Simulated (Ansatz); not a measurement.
Mo₂N:
```yaml
crystal:
  lattice:
    - [4.31628, 0.00000, 0.00000]
    - [-2.15814, 3.73801, 0.00000]
    - [0.00000, 0.00000, 4.66485]
  atoms:
    - { symbol: N, position: [0.33333, 0.66667, 0.25000] }
    - { symbol: N, position: [0.66667, 0.33333, 0.75000] }
    - { symbol: Mo, position: [0.00000, 0.00000, 0.00000] }
    - { symbol: Mo, position: [0.00000, 0.00000, 0.50000] }
    - { symbol: Mo, position: [0.33333, 0.66667, 0.75000] }
    - { symbol: Mo, position: [0.66667, 0.33333, 0.25000] }
```

Relaxed with PBE. Special points in fractions of this cell's reciprocal vectors: Γ (0.000, 0.000, 0.000); M (0.500, 0.000, 0.000); K (0.333, 0.333, 0.000); A (0.000, 0.000, 0.500); L (0.500, 0.000, 0.500); H (0.333, 0.333, 0.500).

Problem. List the band energies nearest the Fermi level at these points for PBE (plane waves, PAW; program Ansatz).

Solution. In eV from the Fermi level; about four levels below and three above (degenerate sets whole), none deeper than 8.9 eV; points with the same levels are listed once.

| k | below | above |
|---|---|---|
| Γ | -3.75 -3.75 -2.73 -1.81 | 0.11 0.11 0.77 0.77 |
| M | -1.92 -1.44 -0.70 -0.19 | 0.39 0.50 0.57 |
| K | -1.47 -1.47 -1.19 -1.19 -0.36 | 0.77 1.19 1.19 |
| A | -2.92 -2.92 -2.92 -2.92 -0.89 -0.89 | 0.02 0.02 0.78 0.78 0.78 0.78 |
| L | -0.41 -0.41 -0.22 -0.22 | 0.32 0.32 0.79 0.79 |
| H | -1.03 -1.03 -0.47 -0.47 | 0.20 0.20 1.33 1.33 |

Space group P6_3/mmc. The cell is a constructed one: a structure type filled with these elements; neither database checked (COD, Materials Project) lists it. COD files the formula under space group No. 141, so this cell is another polymorph or a model. Whether it is the stable phase at ambient conditions was not checked. Symmetry was held in the PBE relaxation; whether a distortion lowers the energy is not shown. The run is not spin-polarised. Scalar-relativistic: spin–orbit coupling is off unless named, which matters more the heavier the elements.

Potentials: the later of the program's two PAW sets.
